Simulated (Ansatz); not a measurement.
CdTe:
```yaml
crystal:
  lattice:
    - [4.58346, 0.00000, 0.00000]
    - [-2.29173, 3.96939, 0.00000]
    - [0.00000, 0.00000, 7.51527]
  atoms:
    - { symbol: Cd, position: [0.33333, 0.66667, 0.00027] }
    - { symbol: Cd, position: [0.66667, 0.33333, 0.50027] }
    - { symbol: Te, position: [0.33333, 0.66667, 0.37473] }
    - { symbol: Te, position: [0.66667, 0.33333, 0.87473] }
```

Cartesian axes are those of the cell as given.

Give the proper piezoelectric stress tensor with relaxed ions from DFT-PBEsol in the program Ansatz with PAW potentials.

In C/m², rows x, y, z, Voigt columns; mesh uncertainty up to 0.01.
```
 0.00   0.00   0.00   0.00  -0.03   0.00
 0.00   0.00   0.00  -0.03   0.00   0.00
-0.07  -0.07   0.05   0.00   0.00   0.00
```

The elastic tensor of the same run (GPa):

```
60.4  34.1  27.7   0.0   0.0   0.0
34.1  60.4  27.7   0.0   0.0   0.0
27.7  27.7  70.3   0.0   0.0   0.0
 0.0   0.0   0.0  11.5   0.0   0.0
 0.0   0.0   0.0   0.0  11.5   0.0
 0.0   0.0   0.0   0.0   0.0  13.2
```

Convert to strain constants d = e·S.

In pC/N:
```
 0.0   0.0   0.0   0.0  -2.9   0.0
 0.0   0.0   0.0  -2.9   0.0   0.0
-1.3  -1.3   1.7   0.0   0.0   0.0
```

Space group P6_3mc (wurtzite). The first step of the workflow began from a Materials Project structure, measured or hypothetical; the Crystallography Open Database copy checked does not list it. It is not the phase usual at ambient conditions (space group No. 216). The cell was relaxed with PBEsol under the symmetry of its start; whether a distortion lowers the energy is not shown. Signs of piezoelectric constants follow the polarity of the cell as given. Scalar-relativistic: spin–orbit coupling is off unless named, which matters more the heavier the elements.

Potentials: the earlier of the program's two PAW sets. The files were generated under PBE; for other functionals the program regenerates the frozen cores, and for LDA and PBEsol the local potential too.
